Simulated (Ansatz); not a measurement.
A generator proposed this cell of Tl2Te2O.

Space group P-3m1 (No. 164). a = 4.121 Å, b = 4.121 Å, c = 9.902 Å, α = 90.00°, β = 90.00°, γ = 120.00°
| atom | site | symmetry | x | y | z |
| --- | --- | --- | --- | --- | --- |
| Tl | 2d | 3m. | 0.6667 | 0.3333 | 0.0926 |
| Te | 2d | 3m. | 0.3333 | 0.6667 | 0.3308 |
| O | 1a | -3m. | 0.0000 | 0.0000 | 0.0000 |

The calculation used DFT PBE+D3(BJ), scalar-relativistic, plane waves, PAW in Ansatz. Plane waves to 420 eV, a k mesh through Γ of 6×6×2 on the computed 5-atom cell and Gaussian smearing (0.10 eV); no spin polarisation.

Energies over the elements count from the elements' standard structures at the same level (O₂ as a molecule), with no fitted energy shifts.

Problem. How far from equilibrium is it?

Solution. The pressure is -2.6 GPa (the mean over three directions, positive in compression), the largest force is 2.04 eV/Å, and the energy is +0.21 eV/atom against the elements. The shortest distance is 2.55 Å.

Problem. How much does it gain on relaxing, and where does it end?

Solution. Relaxing gains about 0.39 eV/atom (the start's value is from the coarse mesh, so the gain is rough) in 21 ionic steps and ends at −0.18 eV/atom on the finer mesh. The symmetry stays P-3m1 (No. 164). The volume per atom shrinks by 13.2 %, from 29.1 to 25.3 Å³. The shortest distance goes from 2.55 Å (Tl–O) to 2.58 Å (Tl–O). The ratio c/a of the conventional cell changes by a factor of 1.23. Conventional cell: a = 3.668 Å, c = 10.855 Å. Tl is surrounded by 3 O at 2.58 Å and 3 Te at 3.58 Å; Te is surrounded by 3 Te at 3.01 Å, 3 Tl at 3.58 Å and 6 Te at 3.67 Å; O is surrounded by 6 Tl at 2.58 Å.

The last run used a 12×12×4 mesh (in the run's order of axes) for its 5-atom cell and Gaussian smearing of 0.10 eV. Spin–orbit coupling, which can matter for Te and Tl, is left out. The relaxation can't lower the symmetry of the start. A structure relaxed within its symmetry needn't be a true minimum.
